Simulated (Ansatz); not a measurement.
AgAu:
```
AgAu
1.0
    2.90907     0.00000     0.00000
    0.00000     2.90907     0.00000
    0.00000     0.00000     4.21541
Ag Au
1 1
Direct
  0.50000   0.50000   0.50000
  0.00000   0.00000   0.00000
```

Relaxed with PBE. Special points in fractions of this cell's reciprocal vectors: Γ (0.000, 0.000, 0.000); X (0.000, 0.500, 0.000); M (0.500, 0.500, 0.000); Z (0.000, 0.000, 0.500); R (0.000, 0.500, 0.500); A (0.500, 0.500, 0.500).

### Question
List the band energies nearest the Fermi level at these points for plane-wave PAW PBE (Ansatz code).

### Answer
In eV from the Fermi level; about four levels below and three above (degenerate sets whole), none deeper than 8.9 eV; points with the same levels are listed once.

```csv
k,below,above
Γ,-3.36 -2.25 -2.12 -2.12,1.19 5.75 10.50 10.50
X,-3.50 -2.94 -0.52 -0.09,8.29 8.57 8.67
M,-2.23 -2.23 -2.23 -1.51,1.58 1.58 5.10
Z,-3.20 -3.18 -3.18 -2.42,14.15 14.15 14.49
R,-2.30 -2.10 -0.51 -0.41,2.26 4.17 14.50
A,-3.57 -3.12 -2.59 -1.51,4.88 5.54 5.54
```

Space group P4/mmm (L1₀ or tetragonal B2). The start of the workflow was typed in or built on a structure type; neither database checked (COD, Materials Project) lists it. Whether it is the stable phase at ambient conditions was not checked. The cell was relaxed with PBE under the symmetry of its start; its stability against distortions is not shown here. No spin polarisation was allowed. Scalar-relativistic: spin–orbit coupling is off unless named, which matters more the heavier the elements.

Potentials: the earlier of the program's two PAW sets.
